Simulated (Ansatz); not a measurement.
2 distorted cells of B2F, built from the CdI2 structure. PBE, full-potential LAPW in Ansatz, scalar-relativistic, point nucleus. Brillouin zone: 3×3×2 (shift 0.0, 0.0, 0.5 mesh steps), Fermi–Dirac smearing of 0.15 eV; a denser mesh would shift the values. For a metal, stress, forces and moments on so few k-points can be far from the converged ones. Spin-restricted. The cell's electron count is odd, so a run with spin could end lower.

(1) Order these from lowest to highest E − TS per atom, as computed on this mesh.
A.
13.59 Å³ an atom
```
CELL_PARAMETERS angstrom
3.06005 0.03438 0.07352
-1.50025 2.69793 0.03243
0.12006 0.13047 4.91516
ATOMIC_POSITIONS crystal
F 0.47254 0.87077 0.02944
B 0.67342 0.67698 0.19044
B 0.06002 0.30981 0.69826
```
B.
17.30 Å³ an atom
```
CELL_PARAMETERS angstrom
3.43276 -0.15207 0.05213
-1.84808 2.95734 -0.00879
0.08512 0.03257 5.25878
ATOMIC_POSITIONS crystal
F 0.42502 0.59155 0.63431
B 0.86213 0.30120 0.95008
B 0.14436 0.93005 0.45960
```

## Answers

(1) A (lowest), B (+0.44 eV an atom).
